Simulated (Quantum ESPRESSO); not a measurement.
```xyz
8
Lattice="2.6439 1.5265 5.1119 -2.6439 1.5265 5.1119 0.0000 -3.0530 5.1119" Properties=species:S:1:pos:R:3 pbc="T T T"
F     -0.9630    -1.5061     8.9959
F      0.9630     1.5061     6.3399
F      1.7858    -0.0809     8.9959
F     -1.7858     0.0809     6.3399
F     -0.8228     1.5870     8.9959
F      0.8228    -1.5870     6.3399
Cd     0.0000     0.0000     7.6679
Pb     0.0000     0.0000     0.0000
```

The geometry is that of Materials Project entry mp-37216, symmetrised and not relaxed again.

Problem. What does norm-conserving PBEsol (Quantum ESPRESSO, 102 Ry, no spin-orbit coupling) give for the electronic structure near the Fermi level?

Solution. The PBEsol gap is direct, 2.42 eV at Γ. Spin-orbit coupling is left out; with 6p states at a band edge it can lower the gap by many tenths of an eV, most of a small gap.

The structure is a Materials Project entry; no match was found in the copy of COD used, and its stability was not checked.
